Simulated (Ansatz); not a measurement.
Space group Fd-3m:1 (No. 227). a = 7.098 Å, b = 7.098 Å, c = 7.098 Å, α = 90.00°, β = 90.00°, γ = 90.00°
```json
{"atom": "Zr", "site": "8a", "symmetry": "-43m", "x": "0.5000", "y": "0.0000", "z": "0.5000"}
{"atom": "Fe", "site": "16d", "symmetry": ".-3m", "x": "0.1250", "y": "0.6250", "z": "0.1250"}
```

Equation of state of this ZrFe2 structure (not necessarily the ground state), with shape and atoms relaxed at each volume where symmetry leaves them free. It has no gap at any of these volumes. Theory: DFT r2SCAN, scalar-relativistic, plane waves, PAW in Ansatz.

Cutoff 500 eV; k points 10×10×10 on the computed 6-atom cell (Γ-centred); Gaussian smearing, width 0.10 eV; collinear spin.

| V (Å³/atom) | E − E(largest V) (meV/atom) | P (GPa) |
| --- | --- | --- |
| 14.004 | 5.22 | 9.77 |
| 14.450 | -14.41 | 4.48 |
| 14.897 | -20.22 | 0.00 |
| 15.344 | -14.70 | -3.70 |
| 15.791 | 0.00 | -6.84 |

Fit a third-order Birch–Murnaghan equation to E(V).

V0 = 14.89 Å³/atom, B0 = 135 GPa, B0' = 5.8.

The state reached may not be the lowest one.

Cost: 5 runs of about 30 core-minutes in all, on Intel Xeon Processor @ 2.50GHz (Skylake/Cascade Lake) (shared hosts).